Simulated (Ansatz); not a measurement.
## HPbNO4: changing the choice of potentials or basis

```cif
data_structure
_symmetry_space_group_name_H-M 'P 1'
_symmetry_Int_Tables_number 1
_cell_length_a 3.8572
_cell_length_b 4.3379
_cell_length_c 5.9844
_cell_angle_alpha 81.872
_cell_angle_beta 83.257
_cell_angle_gamma 87.679
_cell_volume 98.41
loop_
_atom_site_label
_atom_site_type_symbol
_atom_site_fract_x
_atom_site_fract_y
_atom_site_fract_z
_atom_site_occupancy
H1 H 0.61511 0.89559 0.19844 1
Pb1 Pb 0.64597 0.44651 0.91685 1
N1 N 0.71474 0.23810 0.50058 1
O1 O 0.16958 0.47007 0.77768 1
O2 O 0.62919 0.97045 0.49845 1
O3 O 0.56424 0.92583 0.03849 1
O4 O 0.78022 0.42250 0.31951 1
```

The cell comes from a database or a generator and needn't be the stable form of this composition.

Kept alike: task single point; functional PBE; k mesh 7 × 6 × 5; occupations fermi-dirac, width 0.05 eV; no spin polarisation. Program: Ansatz. Cutoffs run from 1000 to 1800 eV. The mesh is that of the run's cell of 7 atoms. No spin-orbit coupling.

| choice of potentials or basis | pressure (GPa) |
| --- | --- |
| Ansatz NC | 0.06 |
| Ansatz PAW (files of its older set among them) | 0.01 |
| JTH PAW | 0.24 |
| PseudoDojo standard (PBE files) | -0.15 |
| SPMS NC | -0.29 |

Pressure is positive in compression, with a Pulay correction for the finite cutoff.

Question: What does the choice of potentials or basis change here?

Answer: The pressure runs from -0.29 (SPMS NC) to 0.24 GPa (JTH PAW).
